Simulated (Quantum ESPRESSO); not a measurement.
# Planted mistakes on one cell of Ti2NbO5F3

The results below are calculated, not measured. They come from pw.x of Quantum ESPRESSO 7.5, a plane-wave density functional program, with PseudoDojo standard norm-conserving files (v0.5 for PBE, v0.4.1 for LDA and PBEsol). The cells are made up: elements, strain and atom displacements were drawn at random, and nothing was relaxed. There is no spin polarisation, spin-orbit coupling or dispersion term.

The cell has 12 sites of a fluorite lattice. Sites 1 to 4 hold empty Ti Ti Nb; sites 5 to 12 hold O F O F O O F O. Cell vectors in Å: (4.935, -0.052, 0.023); (-0.052, 4.929, 0.066); (0.023, 0.066, 5.003). Settings: PBE, cutoff 1143 eV, 5 x 5 x 4 k mesh shifted by half a step, Fermi-Dirac smearing of 0.025 eV.

The intended run has a self-consistency threshold of 1e-07 eV, a smearing term of 0.000 eV, a pressure of -12.85 GPa and 23 iterations. Each further run changes one thing: atoms of sites 7 and 8 exchanged; cutoff 655 eV; k mesh 1 x 1 x 1; one electron added; smearing 0.56 eV; threshold 0.07 eV. A coarse mesh keeps the shift, and a charged cell sits in a uniform background.

```
run  change of free energy (eV)  smearing term -TS (eV)  change of P (GPa)  largest change of a force component (eV/Å)  iterations
  A                      -2.486                   0.000              -5.22                                       0.431          25
  B                       9.964                  -0.027              22.40                                       0.231          22
  C                       0.015                   0.000              -0.63                                       0.066          12
  D                      10.579                   0.000             -65.78                                       0.253          24
  E                      -1.549                  -3.906               4.33                                       0.976          20
  F                      -0.083                   0.000              -0.04                                       3.915          22
```

A rerun of the intended cell at 1467 eV and k mesh 7 x 7 x 6 moved values by no more than 0.002 eV in the cell's energy, 0.05 GPa in stress and 0.009 eV/Å in force.

Question: which change belongs to which run?

## Worked reading

Run C has the fewest iterations, as a run stopped early does. Run E has the largest smearing term, as wide smearing gives. Run D has a higher energy and the largest fall in pressure, as too small a basis gives. Energies from files of another functional, or of a charged cell, have another zero and say nothing on stability; the pressure of a charged cell rests on the program's zero of potential too.

## Key

```
run                            change
  A                  k mesh 1 x 1 x 1
  B                one electron added
  C                 threshold 0.07 eV
  D                     cutoff 655 eV
  E                  smearing 0.56 eV
  F  atoms of sites 7 and 8 exchanged
```